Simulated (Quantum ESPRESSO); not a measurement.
pw.x input (Quantum ESPRESSO 7.5; PBEsol, PseudoDojo standard norm-conserving files, scalar-relativistic):

```
&CONTROL
  calculation = 'scf'
  pseudo_dir = './pseudo'
  outdir = './out'
  tprnfor = .true.
  tstress = .true.
/
&SYSTEM
  ibrav = 0
  nat = 4
  ntyp = 2
  ecutwfc = 44.0
  ecutrho = 176.0
  occupations = 'smearing'
  smearing = 'fd'
  degauss = 0.002
  nbnd = 12
/
&ELECTRONS
  conv_thr = 4e-10
/
ATOMIC_SPECIES
Al 26.9815 Al.upf
P 30.9738 P.upf
CELL_PARAMETERS angstrom
  3.861221158735   0.000000000000   0.000000000000
 -1.930610579367   3.343915613094   0.000000000000
  0.000000000000   0.000000000000   6.335056645000
ATOMIC_POSITIONS crystal
Al   0.333333333000   0.666666667000   0.000046205400
Al   0.666666666333   0.333333333667   0.500046205400
P   0.333333333000   0.666666667000   0.374953794600
P   0.666666666333   0.333333333667   0.874953794600
K_POINTS automatic
9 9 4 0 0 0
```

End of the output:

```
     total energy              =     -37.13266519 Ry
     estimated scf accuracy    <       0.00000589 Ry
     total energy              =     -37.13266552 Ry
     estimated scf accuracy    <       0.00000098 Ry
     total energy              =     -37.13266590 Ry
     estimated scf accuracy    <       0.00000007 Ry
[...]
     the Fermi energy is     5.6789 ev
!    total energy              =     -37.13266592 Ry
     estimated scf accuracy    <          7.3E-11 Ry
     smearing contrib. (-TS)   =      -0.00000000 Ry
     internal energy E=F+TS    =     -37.13266592 Ry
     The total energy is F=E-TS. E is the sum of the following terms:
     one-electron contribution =       6.45655872 Ry
     hartree contribution      =       3.68961320 Ry
     xc contribution           =     -12.50200384 Ry
     ewald contribution        =     -34.77683401 Ry
     convergence has been achieved in   8 iterations
     Forces acting on atoms (cartesian axes, Ry/au):
     atom    1 type  1   force =     0.00000000    0.00000000   -0.00002039
     atom    2 type  1   force =     0.00000000   -0.00000000   -0.00002039
     atom    3 type  2   force =     0.00000000    0.00000000    0.00002039
     atom    4 type  2   force =     0.00000000   -0.00000000    0.00002039
     Total force =     0.000041     Total SCF correction =     0.000000
     Computing stress (Cartesian axis) and pressure
          total   stress  (Ry/bohr**3)                   (kbar)     P=       -0.18
  -0.00000277   0.00000000   0.00000000           -0.41        0.00        0.00
   0.00000000  -0.00000277   0.00000000            0.00       -0.41        0.00
  -0.00000000  -0.00000000   0.00000179           -0.00       -0.00        0.26
```
In a gapped system the printed Fermi energy is only some level inside the gap.

Geometry relaxed with PBEsol.
